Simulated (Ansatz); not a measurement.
The relaxed structure here is a generated cell of Mg: the first start was made by placing the elements on the sites of a structure type, and the end was not matched to a known phase here, so it may be hypothetical. Known forms of Mg include space group No. 194.

One starting cell of Mg (a generated cell, Mg placed in the diamond structure type) was relaxed twice with Ansatz (plane waves, PAW, scalar-relativistic): with r2SCAN at 500 eV and with PBE at 420 eV. The r2SCAN result:

```
Mg
1.0
    0.00000     3.43151     3.43151
    3.43151     0.00000     3.43151
    3.43151     3.43151     0.00000
Mg
2
Cartesian
  5.14727   5.14727   5.14727
  3.43151   3.43151   3.43151
```

```tsv
quantity	r2SCAN	PBE
space group	Fd-3m	Fd-3m
volume (Å³/atom)	40.41	[?]
a (Å)	6.863	[?]
gap (eV, no spin-orbit coupling)	0.00	[?]
```

Fill in the PBE column.


- volume (Å³/atom), PBE: 40.55
- a (Å), PBE: 6.871
- gap (eV, no spin-orbit coupling), PBE: 0.00

Both levels end in the same structure; PBE's volume is within 0.5 % of r2SCAN's. Neither column is exact.

No spin polarisation in the result.

The run could not lose the symmetry of its start: the end is stationary, and may be a saddle point rather than a minimum.

All atoms sit on sites fixed by symmetry, so only the cell could relax.

Ansatz is an electronic-structure program.
